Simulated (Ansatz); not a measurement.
NaI: the gap against volume

NaI, Fm-3m, a = 6.467 Å. Ansatz: r2SCAN, PAW, 500 eV, Γ-centred 6×6×6 mesh on 2 atoms, Gaussian smearing 0.02 eV; no spin polarisation. Symmetry fixes shape and atoms, so the cell is only scaled; x = ln(V/V0) with V0 = 33.805 Å³/atom. The gap is read at the mesh points alone.

| x | gap y (eV) |
| --- | --- |
| -0.1278 | 4.880 |
| -0.0943 | 4.754 |
| -0.0619 | 4.639 |
| -0.0305 | 4.534 |
| 0.0000 | 4.438 |
| 0.0296 | 4.349 |
| 0.0583 | 4.268 |
| 0.0953 | ? |

**Question.** Fit a straight line to the other rows, give the volume deformation potential of the gap and its pressure coefficient, and predict the missing gap. B0 = 17.2 GPa.

**Answer.** Means x = -0.03237, y = 4.5517; Σ(Δx)² = 0.02693, ΣΔxΔy = -0.08843; the slope is their ratio. y = 4.4454 − 3.2842 x. The slope is the deformation potential a = dE_g/d ln V = -3.28 eV, and dE_g/dP = −a/B0 = 191 meV/GPa. With a term in x² added, the coefficient of x becomes -3.077, 6 % less, which shows how far this figure hangs on the form. At x = 0.0953 the fit asked for gives 4.132 eV. The run gave 4.168 eV, so the fit is 0.036 eV too low, 5.1 % of the span of the series, against an rms of 0.010 eV on the fitted rows. The row lies outside the fitted range. With a term in x² added, a fit to the same known rows predicts 4.171 eV, so most of the miss is curvature that the known rows already hold.

Spin-orbit coupling is left out, which matters for the bands of heavy elements. Semilocal functionals give gaps under the measured ones; changes of the gap mostly carry over better.

Cost: 8 runs of about 1.5 core-minutes in all, on Intel Xeon Processor @ 2.50GHz (Skylake/Cascade Lake) (shared hosts).